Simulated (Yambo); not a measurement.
Yambo run on AlPO$_{4}$ (space group P6_3mc, No. 186). The wavefunctions come from this Quantum ESPRESSO step (LDA, PseudoDojo standard norm-conserving files, scalar-relativistic):

```
&CONTROL
  calculation = 'nscf'
  pseudo_dir = './pseudo'
  outdir = './out'
/
&SYSTEM
  ibrav = 0
  nat = 12
  ntyp = 3
  ecutwfc = 84.0
  ecutrho = 336.0
  occupations = 'fixed'
  force_symmorphic = .true.
  nbnd = 298
/
&ELECTRONS
  conv_thr = 1.2000000000000002e-08
  diago_full_acc = .true.
  diago_thr_init = 1e-08
/
ATOMIC_SPECIES
O 15.9990 O.upf
Al 26.9815 Al.upf
P 30.9738 P.upf
CELL_PARAMETERS angstrom
  5.286040032000   0.000000000000   0.000000000000
 -2.643020016000   4.577844953000   0.000000000000
  0.000000000000   0.000000000000   8.629420000000
ATOMIC_POSITIONS crystal
O   0.021459000000   0.510729500000   0.495430000000
O   0.510729500000   0.021459000000   0.995430000000
O   0.489270500000   0.510729500000   0.495430000000
O   0.978541000000   0.489270500000   0.995430000000
O   0.489270500000   0.978541000000   0.495430000000
O   0.510729500000   0.489270500000   0.995430000000
O   0.333333333000   0.666666667000   0.261550000000
O   0.666666667000   0.333333333000   0.761550000000
Al   0.333333333000   0.666666667000   0.061950000000
Al   0.666666667000   0.333333333000   0.561950000000
P   0.666666667000   0.333333333000   0.936990000000
P   0.333333333000   0.666666667000   0.436990000000
K_POINTS automatic
3 3 1 0 0 0
```

Yambo input:

```
rim_cut
gw0
dyson
el_el_corr
HF_and_locXC
ppa
em1d
RandQpts= 1000000
RandGvec= 1 Ry
EXXRLvcs= 84 Ry
VXCRLvcs= 336 Ry
Chimod= "HARTREE"
% BndsRnXp
 1 | 297 |
%
NGsBlkXp= 7 Ry
% LongDrXp
 1.0 | 1.0 | 1.0 |
%
PPAPntXp= 27.2114 eV
% GbndRnge
 1 | 297 |
%
GTermKind= "BG"
DysSolver= "n"
ExtendOut
% QPkrange
 1 | 1 | 32 | 33 |
 3 | 3 | 32 | 33 |
%
```

k points by index: 1 = Γ, 3 = K.

Table of the .qp output:

```
#    K-point    Band    Eo [eV]    E [eV]    E-Eo [eV]    Vxc [eV]    Vnlxc [eV]    Sc|Eo [eV]    Sc|E [eV]    dSc/dw|Eo [eV]    Re(Z)    Im(Z)
#
    1    32    0.000000    -1.955464    -1.955464    -20.06410    -26.01505    3.584477    3.995483    -5.719082    0.826327    -0.976640E-3
    1    33    5.343993    6.603362    1.259368    -8.013712    -4.060837    -2.546670    -2.693507    -3.172562    0.895584    -0.681742E-3
    3    32    -0.188344    -2.170851    -1.982507    -19.78522    -25.75679    3.572280    3.989061    -5.720328    0.826296    -0.989102E-3
    3    33    7.868474    9.113678    1.245204    -6.962296    -3.303897    -2.272049    -2.413195    -3.084291    0.898193    -0.656629E-3
```
(The two width columns are left out.) Convergence of these settings isn't established.

Geometry of the Materials Project entry, not relaxed at this level.
